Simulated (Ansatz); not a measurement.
B in space group I4_132 (No. 214; B on 8a) under volume change, PBEsol in the plane-wave PAW code Ansatz, scaled uniformly.

```json
[
 {"V (Å³/atom)": "11.311", "E − E(relaxed) (meV/atom)": "?", "P (GPa)": "?"},
 {"V (Å³/atom)": "11.684", "E − E(relaxed) (meV/atom)": "16.8", "P (GPa)": "7.55"},
 {"V (Å³/atom)": "12.057", "E − E(relaxed) (meV/atom)": "4.0", "P (GPa)": "3.53"},
 {"V (Å³/atom)": "12.430", "E − E(relaxed) (meV/atom)": "0.0", "P (GPa)": "0.01"},
 {"V (Å³/atom)": "12.803", "E − E(relaxed) (meV/atom)": "3.7", "P (GPa)": "-3.08"},
 {"V (Å³/atom)": "13.176", "E − E(relaxed) (meV/atom)": "?", "P (GPa)": "?"},
 {"V (Å³/atom)": "13.549", "E − E(relaxed) (meV/atom)": "30.4", "P (GPa)": "-8.18"}
]
```

Task: Some entries are withheld; supply them.

Result: 
- 13.176, E − E(relaxed) (meV/atom): 14.1
- 13.176, P (GPa): -5.80
- 11.311, E − E(relaxed) (meV/atom): 39.6
- 11.311, P (GPa): 12.14

Task: What does a third-order Birch–Murnaghan fit give for V₀, B₀ and B′?

Result: V₀ = 12.43 Å³/atom, B₀ = 110 GPa, B′ = 3.4.

The start of the workflow was typed in or built on a structure type; neither database checked (COD, Materials Project) lists it. It is not the phase usual at ambient conditions (space group No. 166). The cell was relaxed with PBEsol under the symmetry of its start; phonons on a q-mesh show weakly imaginary modes.

Potentials: the later of the program's two PAW sets.
